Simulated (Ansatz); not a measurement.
**Re3B: pressure against volume**

Re3B, Cmcm, a = 2.895 Å, b = 9.341 Å, c = 7.285 Å. The structure is a COD entry; whether it is the stable form wasn't checked. Ansatz: r2SCAN, PAW, 500 eV, Γ-centred 12×12×6 mesh on 8 atoms, Gaussian smearing 0.10 eV; no spin polarisation. Shape and atoms are relaxed at each volume; pressure is positive in compression.

```
V (Å³/atom) P (GPa)
     11.575        ?
     11.945    12.75
     12.314     0.02
     12.684   -10.77
     13.053   -19.91
```

Q: Take V0 = 12.314 Å³/atom, count pressures from its P0 = 0.02 GPa, fit the third-order Birch–Murnaghan form to the other rows, and predict the missing pressure.

A: With the Eulerian strain f = ½[(V0/V)^(2/3) − 1] and y = (P − P0)/[3f(1 + 2f)^(5/2)], the form is the line y = B0 + 1.5 B0 (B0′ − 4) f. Rows (f, y): 0.01024, 393.9; -0.00977, 386.8; -0.01905, 384.3. Means f = -0.006193, y = 388.33; Σ(Δf)² = 0.0004481, ΣΔfΔy = 0.1488; the slope is their ratio. y = 390.4 + 332.1 f GPa, so B0 = 390.4 GPa and B0′ = 4 + 2 × (332.1)/(3 × 390.4) = 4.57. At V = 11.575, f = 0.02106, y = 397.39 and P = 27.86 GPa. The run gave 27.75 GPa, so the fit is 0.11 GPa too high, a small miss on the scale of the series. The form still works here, 33 % of the fitted range beyond its end.

Spin–orbit coupling is left out, which can shift energies with elements as heavy as these.

Cost: 5 runs of about 41 core-minutes in all, on Arm Neoverse V2 (shared hosts).